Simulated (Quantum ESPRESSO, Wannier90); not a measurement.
Tight-binding from DFT: AlAs (wurtzite)

```
begin unit_cell_cart
ang
    4.0023898199    0.0000000000    0.0000000000
   -2.0011949100    3.4661712599    0.0000000000
    0.0000000000    0.0000000000    6.5778000000
end unit_cell_cart
begin atoms_frac
Al   0.3333333333 -0.3333333333  0.0006800000
Al  -0.3333333333  0.3333333333 -0.4993200000
As   0.3333333333 -0.3333333333  0.3753200000
As  -0.3333333333  0.3333333333 -0.1246800000
end atoms_frac
```

Cell from Materials Project (mp-8881), symmetrised, no further relaxation. Not found in the COD (Crystallography Open Database) copy used, which has the formula in other groups; not checked further. Method: PBEsol plane waves in Quantum ESPRESSO 7.5 (PseudoDojo norm-conserving files, 68 Ry, spinors with spin-orbit coupling), Bloch states on a 6×6×4 mesh through Γ, Wannier90 4.0.1. Density: 12×12×6 mesh, cold smearing 0.01 Ry.

Bands 21-36 form an isolated set from -12.07 to 0.00 eV relative to the valence-band maximum (on the path) and are turned into 16 Wannier functions by minimising the spread from the start: atomic waves As 4p, As 4s.

Q: Where do the functions sit, how wide are they and what are they made of?

A: 
```
functions  spread (Å²)  nearest atom, distance (Å)  second atom, distance (Å)              weight on atomic waves
---------  -----------  --------------------------  -------------------------  ----------------------------------
12                1.98                     As 0.84                    Al 1.61  As 4p 48 %, Al 3p 21 %, As 4s 17 %
4                 2.09                     As 0.84                    Al 1.62  As 4p 48 %, Al 3p 22 %, As 4s 17 %
```

Ω_I = 29.13 Å², Ω_total = 32.07 Å²; the interpolated bands follow pw.x to 13 meV rms on the path. It is the lowest total spread that any start reached here.
